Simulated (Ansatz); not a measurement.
Density of states of a Zn13Sn3Au4 cell (elements on a bcc lattice, relaxed), per eV and atom, broadened by Gaussian smearing of width 0.1 eV and averaged over bins of 0.3 eV, from 8 eV under the Fermi level at most up to where the solved bands end.

Level of theory: DFT PBE, scalar-relativistic, plane waves, PAW (Ansatz).

Settings: cutoff 420 eV, Γ-centred mesh 4×4×5 on the computed 20-atom cell, Gaussian smearing of 0.10 eV; no spin polarisation.

```yaml
crystal:
  lattice:
    - [-4.80904, 3.98827, -1.94299]
    - [-5.88043, -2.37072, 6.12412]
    - [1.79608, 3.84742, 4.91624]
  atoms:
    - { symbol: Zn, position: [0.99993, 0.76563, 0.14961] }
    - { symbol: Zn, position: [0.49418, 0.54445, 0.80627] }
    - { symbol: Zn, position: [0.53121, 0.13709, 0.91401] }
    - { symbol: Zn, position: [0.28882, 0.51608, 0.15662] }
    - { symbol: Zn, position: [0.36003, 0.15869, 0.25984] }
    - { symbol: Zn, position: [0.05087, 0.53992, 0.51414] }
    - { symbol: Zn, position: [0.10484, 0.19718, 0.55357] }
    - { symbol: Zn, position: [0.74681, 0.76401, 0.51363] }
    - { symbol: Zn, position: [0.82316, 0.02905, 0.69208] }
    - { symbol: Zn, position: [0.13559, 0.78810, 0.73881] }
    - { symbol: Zn, position: [0.19834, 0.34664, 0.89286] }
    - { symbol: Zn, position: [0.90354, 0.57797, 0.89533] }
    - { symbol: Zn, position: [0.80972, 0.32086, 0.78361] }
    - { symbol: Sn, position: [0.56125, 0.77863, 0.05346] }
    - { symbol: Sn, position: [0.76319, 0.40779, 0.28032] }
    - { symbol: Sn, position: [0.84839, 0.06496, 0.24151] }
    - { symbol: Au, position: [0.34858, 0.71914, 0.41781] }
    - { symbol: Au, position: [0.43375, 0.34813, 0.54425] }
    - { symbol: Au, position: [0.44667, 0.96149, 0.62771] }
    - { symbol: Au, position: [0.15792, 0.02947, 0.96521] }
```

```tsv
E − E_F (eV)	total	Zn 3d	Au 5d	Zn 4s	Sn 5p
-7.90	3.302	2.937	0.097	0.149	0.023
-7.60	5.423	5.090	0.135	0.098	0.034
-7.30	6.673	6.383	0.127	0.073	0.038
-7.00	5.318	5.122	0.062	0.061	0.026
-6.70	0.622	0.444	0.024	0.072	0.025
-6.40	0.334	0.126	0.042	0.078	0.025
-6.10	0.480	0.117	0.123	0.123	0.034
-5.80	0.608	0.102	0.268	0.131	0.034
-5.50	0.669	0.084	0.400	0.097	0.033
-5.20	1.103	0.103	0.790	0.105	0.047
-4.90	1.249	0.095	0.970	0.073	0.052
-4.60	1.256	0.080	1.000	0.064	0.046
-4.30	1.012	0.051	0.792	0.069	0.041
-4.00	0.873	0.037	0.655	0.076	0.042
-3.70	0.516	0.020	0.309	0.080	0.049
-3.40	0.401	0.015	0.179	0.086	0.054
-3.10	0.353	0.013	0.112	0.094	0.059
-2.80	0.358	0.012	0.083	0.105	0.073
-2.50	0.343	0.011	0.066	0.099	0.078
-2.20	0.333	0.009	0.048	0.095	0.089
-1.90	0.345	0.009	0.041	0.097	0.094
-1.60	0.299	0.007	0.029	0.084	0.079
-1.30	0.362	0.007	0.028	0.096	0.097
-1.00	0.365	0.006	0.023	0.086	0.109
-0.70	0.330	0.005	0.020	0.077	0.089
-0.40	0.275	0.004	0.013	0.061	0.077
-0.10	0.308	0.005	0.014	0.070	0.085
0.20	0.333	0.005	0.014	0.081	0.074
0.50	0.308	0.004	0.012	0.080	0.069
0.80	0.310	0.004	0.012	0.084	0.060
1.10	0.352	0.004	0.012	0.088	0.073
1.40	0.322	0.003	0.009	0.083	0.062
```

The columns after the total are the largest Löwdin projections on the valence shells of the potentials, so they needn't add up, and the weight of a shell that a potential lacks goes to other orbitals. The cell has no gap on the mesh.

Spin-orbit coupling is left out, which matters for the bands of heavy elements.

Cost: 2 runs of about 14 core-minutes in all (earlier runs that led there not counted), on AMD EPYC 9R45 (Zen 5) (shared hosts).